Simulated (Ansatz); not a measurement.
SiNi2: from a starting cell to a relaxed one

The start is a generated cell, SiNi2 built in the AFLOW prototype AB2_hP9_180_d_j (C40, as in CrSi2). The cell and all atomic positions are relaxed at zero pressure with r2SCAN (plane waves to 500 eV, PAW, scalar-relativistic; Ansatz, a first-principles code). The first steps use a coarse 6×6×4 k-mesh.

Input geometry:
```yaml
crystal:
  lattice:
    - [4.27426, 0.00000, 0.00000]
    - [-2.13713, 3.70161, 0.00000]
    - [0.00000, 0.00000, 6.14753]
  atoms:
    - { symbol: Si, position: [0.50000, 0.00000, 0.00000] }
    - { symbol: Si, position: [0.50000, 0.50000, 0.33333] }
    - { symbol: Si, position: [0.00000, 0.50000, 0.66667] }
    - { symbol: Ni, position: [0.16559, 0.33118, 0.00000] }
    - { symbol: Ni, position: [0.83441, 0.16559, 0.33333] }
    - { symbol: Ni, position: [0.66882, 0.83441, 0.66667] }
    - { symbol: Ni, position: [0.83441, 0.66882, 0.00000] }
    - { symbol: Ni, position: [0.16559, 0.83441, 0.33333] }
    - { symbol: Ni, position: [0.33118, 0.16559, 0.66667] }
```
Spin-polarised start, with parallel moments on Ni.

Task: What pressure does the first self-consistent step give?

Result: -3 GPa (negative: the cell is under tension).

Task: Which atoms feel the largest initial force, and how large is it?

Result: About 0.5 eV/Å, on Ni4, Ni5, Ni6, Ni7, Ni8, Ni9 (atoms numbered as listed).

Task: How does the volume per atom move from start to end?

Result: -1.5 %, from 10.81 to 10.65 Å³/atom.

Task: How do the shortest distances between atoms change?

Result: The closest pairs of elements (up to four, under 3.6 Å), start → end: Ni–Si 2.39 → 2.38 Å; Ni–Ni 2.39 → 2.40 Å; Si–Si 2.96 → 2.95 Å.

Task: What band gap does the relaxed structure have at this level?

Result: Zero (metallic).

Task: What magnetic moments remain?

Result: Zero (the starting moments vanished).

Task: What does it relax into? Give the structure.

Result: 
```cif
data_Ni6Si3
_chemical_formula_sum 'Si3 Ni6'
_space_group_name_H-M_alt 'P6222'
_space_group_IT_number 180
_space_group_name_Hall 'P 62 2 (0 0 4)'
_cell_length_a 4.24251
_cell_length_b 4.24251
_cell_length_c 6.14922
_cell_angle_alpha 90.000
_cell_angle_beta 90.000
_cell_angle_gamma 120.000
loop_
_atom_site_label
_atom_site_type_symbol
_atom_site_symmetry_multiplicity
_atom_site_Wyckoff_symbol
_atom_site_fract_x
_atom_site_fract_y
_atom_site_fract_z
_atom_site_occupancy
Si1 Si 3 c 0.50000 0.00000 0.00000 1
Ni1 Ni 6 i 0.17006 0.34012 0.00000 1
```

The space group stays P6₂22 (No. 180) (the run could not lower it); the end is AFLOW prototype AB2_hP9_180_d_j (C40, as in CrSi2), with 9 atoms in the primitive cell. Final values are on a 13×13×8 k-mesh of the relaxed cell. No spin polarisation in the result: the starting moments vanished. A magnetic state may lie lower.

The run could not lose the symmetry of its start: the end is stationary, and may be a saddle point rather than a minimum.

The relaxed structure here is a generated cell of SiNi2: the first start was made by placing the elements on the sites of a structure type, and the end was not matched to a known phase here, so it may be hypothetical.
